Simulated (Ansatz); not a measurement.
The relaxed structure here is a generated cell of Sn: the first start was made by placing the elements on the sites of a structure type, and the end was not matched to a known phase here, so it may be hypothetical. Known forms of Sn include space group No. 141, 227.

A relaxed cell of Sn (Pm-3m (No. 221)), relaxed on a k-mesh at least as fine as the one used below. Calculation: PBE (plane waves to 420 eV, PAW, scalar-relativistic; Ansatz, a first-principles code). Γ-centred k-mesh 11×6×11 on the run's cell (coarser than for final values), Fermi–Dirac smearing 0.05 eV.

```xyz
2
Lattice="3.0877 0.0000 0.0000 0.0000 6.1755 0.0000 0.0000 0.0000 3.0877" Properties=species:S:1:pos:R:3 pbc="T T T"
Sn     0.0000     0.0000     0.0000
Sn     0.0000     3.0877     0.0000
```

The atoms are displaced by (Å):

```csv
atom,ux,uy,uz
Sn1,-0.001,0.094,-0.005
Sn2,-0.013,-0.038,0.214
```

Question: What forces (eV/Å) and pressure result?

Answer: 
| atom | Fx | Fy | Fz |
|---|---|---|---|
| Sn1 | 0.00 | -0.38 | -0.02 |
| Sn2 | 0.00 | 0.38 | 0.02 |

Pressure +0.4 GPa.

The undisplaced cell is probably no minimum: from this displacement the run went on to P6/mmm (No. 191), 0.04 eV/atom below it.

No spin polarisation in the result.
